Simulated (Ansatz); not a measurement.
## Y$_{3}$SiS$_{2}$: computed property card

Y3SiS2:
```
CELL_PARAMETERS angstrom
     -2.00334     2.81929     6.00423
      2.00334    -2.81929     6.00423
      2.00334     2.81929    -6.00423
ATOMIC_POSITIONS crystal
  Y  0.83574 0.33574 0.50000
  Y  0.16426 0.66426 0.50000
  Y  0.50000 0.00000 0.50000
  Si 0.00000 0.00000 0.00000
  S  0.66734 0.66734 0.00000
  S  0.33266 0.33266 0.00000
```

Space group Immm (No. 71); conventional cell a = 4.0067 Å, b = 5.6386 Å, c = 12.0085 Å, α = 90.00°, β = 90.00°, γ = 90.00°.

Method: plane-wave PAW r²SCAN (Ansatz code). The cell and atoms are relaxed at this level. Other levels are named where they apply.

Cell and energy:

```json
{
 "volume_per_atom": "22.61 Å³",
 "density": "4.39 g/cm³",
 "Formation energy from the elements (no fitted shifts)": "-1.90 eV/atom"
}
```

Electronic structure:

```json
{
 "electronic_character": "metallic (no gap)",
 "Density of states at the Fermi level": "0.25 states/eV per atom (mean over ±0.08 eV)"
}
```

The first step of the workflow began from a Materials Project structure, measured or hypothetical; the Crystallography Open Database copy checked does not list it. Its standing as an ambient phase is unchecked. The cell was relaxed with r²SCAN under the symmetry of its start; whether a distortion lowers the energy is not shown. No spin polarisation was allowed. With an odd number of electrons in the cell and no spin polarisation, the count alone makes it a metal. The references are the lowest solids computed at this level, not always the standard phases. Spin–orbit coupling is left out wherever it is not named.

Potentials: the later of the program's two PAW sets.
